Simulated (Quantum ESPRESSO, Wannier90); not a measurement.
# Wannier functions of PtS (P4₂/mmc)

```xyz
4
Lattice="3.4945 0.0000 0.0000 0.0000 3.4945 0.0000 0.0000 0.0000 6.1163" Properties=species:S:1:pos:R:3 pbc="T T T"
Pt     1.7472     0.0000     3.0581
Pt     0.0000     1.7472     0.0000
S      0.0000     0.0000    -1.5291
S      0.0000     0.0000     1.5291
```

Materials Project entry mp-288; symmetrised, unrelaxed at this level. COD (Crystallography Open Database) has an entry of this formula and space group (matched by these alone). Computed values, not measurements, from PBEsol: Quantum ESPRESSO (norm-conserving PseudoDojo potentials, cutoff 68 Ry, no spin polarisation, no spin-orbit coupling) on a Γ-centred 8×8×4 mesh, then Wannier90. Density: 10×10×6 mesh, Gaussian smearing 0.01 Ry. Spin-orbit coupling is left out although heavy elements are present.

Functional, cutoff and mesh named above are those of the base row (8×8×4); the first column says what each row takes instead. Model: 16 functions from bands 9-24, start SCDM (isolated) (the valence bands). Energies are relative to the valence-band maximum; the misfit is to pw.x on a path, for all bands of the set. Only the mesh of Bloch states changes. Ω_total can sit in another minimum from row to row; Ω_I of an isolated set cannot. A star marks runs that hit the step limit.

| mesh | Ω_I (Å²) | Ω_total (Å²) | rms misfit (meV) | k-points (cost) | rough cost of nscf and overlaps (first row = 1) |
|---|---|---|---|---|---|
| 3×3×2 | 18.19 | 20.68 | 111 | 18 | 1.0 |
| 4×4×2 | … | 21.83 | 25 | 32 | 1.5 |
| 5×5×3 | 21.07 | 23.85* | 39 | 75 | 3 |
| 7×7×3 | 21.77 | 24.51* | 27 | 147 | 7 |
| 8×8×4 | 22.29 | 24.90* | 3.7 | 256 | 11 |
| 10×10×5 | 22.83 | 25.43* | 5.5 | 500 | 22 |

Task: Fill in the missing entries.

Result: 
- 4×4×2, Ω_I (Å²): 19.31
